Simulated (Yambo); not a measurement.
Li$_{2}$PdO$_{3}$: lowest vertical excitons

```
Li2PdO3
1.0
    2.55217    -4.41643     0.00000
    2.55217     4.41643     0.00000
   -1.69987     0.00000     4.76474
Li O Pd
4 6 2
Cartesian
  1.70223   0.00000   2.38237
  1.70223  -2.97199   2.38237
  1.70223   2.97199   2.38237
  0.00000   0.00000   0.00000
  0.07031   0.00000   3.63244
  3.33415   0.00000   1.13229
  0.88386  -1.53250   1.12071
  2.52060   1.53250   3.64402
  2.52060  -1.53250   3.64402
  0.88386   1.53250   1.12071
  2.55217  -1.47244   0.00000
  2.55217   1.47244   0.00000
```

The geometry is that of Materials Project entry mp-760483, symmetrised and not relaxed again.

BSE in Yambo on PBEsol (pw.x of Quantum ESPRESSO, ONCV potentials, without SOC) bands: 4×4×4 mesh, 24 valence and 5 conduction bands, static screening with 81 bands and a 3 Ry block, scissor 1.29 eV, Tamm-Dancoff; field along x.

```csv
state,energy (eV),states within 2 meV,relative strength,class,main transitions
1,2.11,1,< 0.01,dark,several band pairs
2,2.16,1,< 0.01,dark,several band pairs
3,2.20,1,0.05,weak,several band pairs
4,2.22,1,< 0.01,dark,several band pairs
5,2.24,1,< 0.01,dark,several band pairs
6,2.26,1,0.01,weak,several band pairs
7,2.49,1,< 0.01,dark,several band pairs
8,2.52,1,< 0.01,dark,several band pairs
```

These are vertical excitations (zero momentum). The direct quasiparticle gap on this mesh is 2.85 eV; counted from there, state 1 is bound by 0.74 eV. On a 2×2×2 mesh the same difference is 0.84 eV, so it isn't converged.

Spin singlets only. Strengths are relative to the strongest of the lowest states of this run; strong means a line over 3 % of the spectrum's maximum, dark under 0.03 %. Absolute energies carry the error of the G0W0 scissor, whose convergence isn't established; the long-wavelength screening was taken along (1,1,1) although the crystal is anisotropic.

Spin-orbit splittings are left out.

The structure is a Materials Project entry; no match was found in the copy of COD used, and its stability was not checked.
